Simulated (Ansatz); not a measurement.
Here is the system:

Relaxed TiO₂ (anatase):

```
CELL_PARAMETERS angstrom
     -1.88487     1.88487     4.77774
      1.88487    -1.88487     4.77774
      1.88487     1.88487    -4.77774
ATOMIC_POSITIONS crystal
  Ti 0.50000 0.50000 0.00000
  Ti 0.25000 0.75000 0.50000
  O  0.29253 0.29253 0.00000
  O  0.04253 0.54253 0.50000
  O  0.45747 0.95747 0.50000
  O  0.70747 0.70747 0.00000
```

Scan: atom 6 (O, nearest neighbour Ti at 1.928 Å; its periodic images, 3.8 Å or more away, move with it) is displaced along Cartesian [110], direction (0.707, 0.707, 0.000) in Cartesian axes, by s. The other atoms stay.

All values below come from PBEsol (plane waves to 420 eV, PAW, scalar-relativistic; Ansatz, a first-principles code). k mesh 10×10×10 (Γ-centred), Fermi-Dirac smearing 0.05 eV. Energies are smeared free energies. Left out: 4 of 11 points, with atoms too close for the PAW data. The PAW data are Ansatz's earlier set. TiO2 is run without spin polarisation. TiO2 was relaxed with its symmetry unable to fall. ΔE is measured from the undisplaced structure.

The scan covers s from -0.348 to 0.348 Å in 7 points.

Problem. Is the energy the same for equal positive and negative displacements?

Solution. Even: the same for both signs. With its periodic images moving along, the atom's site symmetry in this cell is mm2.

Problem. What is the force constant k = d²E/ds² of this move at s = 0?

Solution. 9.05 eV/Å².

(A displaced cell: forces are minus the slopes of the energy, force constants its curvatures, and phonons follow from these.)
